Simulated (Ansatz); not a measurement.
In₂Au (fluorite or antifluorite type, Fm-3m) at seven volumes, the program Ansatz at the LDA level (PAW), scaled uniformly. One row is withheld.

```json
[
 {"V (Å³/atom)": "20.482", "P (GPa)": "9.93"},
 {"V (Å³/atom)": "21.158", "P (GPa)": "5.93"},
 {"V (Å³/atom)": "21.833", "P (GPa)": "2.67"},
 {"V (Å³/atom)": "22.508", "P (GPa)": "0.00"},
 {"V (Å³/atom)": "23.183", "P (GPa)": "-2.10"},
 {"V (Å³/atom)": "23.859", "P (GPa)": "-3.79"},
 {"V (Å³/atom)": "24.534", "P (GPa)": "?"}
]
```

Q: Fit the shown pressures and predict the withheld one.

A: P = (3/2)B₀(x^(7/2) − x^(5/2))[1 + (3/4)(B′ − 4)(x − 1)] with x = (V₀/V)^(2/3). Least squares on the six rows gives V₀ = 22.515 Å³/atom, B₀ = 78.5 GPa, B′ = 6.19. At V = 24.534, x = 0.9444 and P = -5.16 GPa. The run itself gave -5.18 GPa.

The workflow started from a Materials Project entry (that database holds measured and hypothetical structures alike); the Crystallography Open Database files this formula in space group No. 225, but the cells were not matched. Its standing as an ambient phase is unchecked. The cell was relaxed with LDA under the symmetry of its start; of distortions, only those at the zone centre were tested. Scalar-relativistic: spin–orbit coupling is off unless named, which matters more the heavier the elements.

Potentials: the later of the program's two PAW sets.
